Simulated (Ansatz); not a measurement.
# Computed properties of K

K:
```cif
data_K
_chemical_formula_sum 'K1'
_space_group_name_H-M_alt 'P 1'
_space_group_IT_number 1
_cell_length_a 4.49692
_cell_length_b 4.49692
_cell_length_c 4.49692
_cell_angle_alpha 60.000
_cell_angle_beta 60.000
_cell_angle_gamma 60.000
loop_
_space_group_symop_operation_xyz
  'x, y, z'
loop_
_atom_site_label
_atom_site_type_symbol
_atom_site_fract_x
_atom_site_fract_y
_atom_site_fract_z
_atom_site_occupancy
K1 K 0.00000 0.00000 0.00000 1
```

Space group Fm-3m (No. 225), fcc (Cu type); conventional cell a = 6.3596 Å, b = 6.3596 Å, c = 6.3596 Å, α = 90.00°, β = 90.00°, γ = 90.00°.

Method: plane-wave PAW LDA (Ansatz code). Geometry: relaxed at this level of theory. Other levels are named where they apply.

Cell and energy:

```
Property             Result
---------------  ----------
Volume per atom    64.30 Å³
Density          1.01 g/cm³
```

Electronic structure:

```
Quantity                                                                     Value
------------------------------------  --------------------------------------------
Electronic character                                             metallic (no gap)
Density of states at the Fermi level  0.74 states/eV per atom (mean over ±0.08 eV)
```

The workflow started from a Materials Project entry (that database holds measured and hypothetical structures alike); the Crystallography Open Database copy checked does not list it. It is not the phase usual at ambient conditions (space group No. 229). Symmetry was held in the LDA relaxation; its stability against distortions is not shown here.

Potentials: the later of the program's two PAW sets.
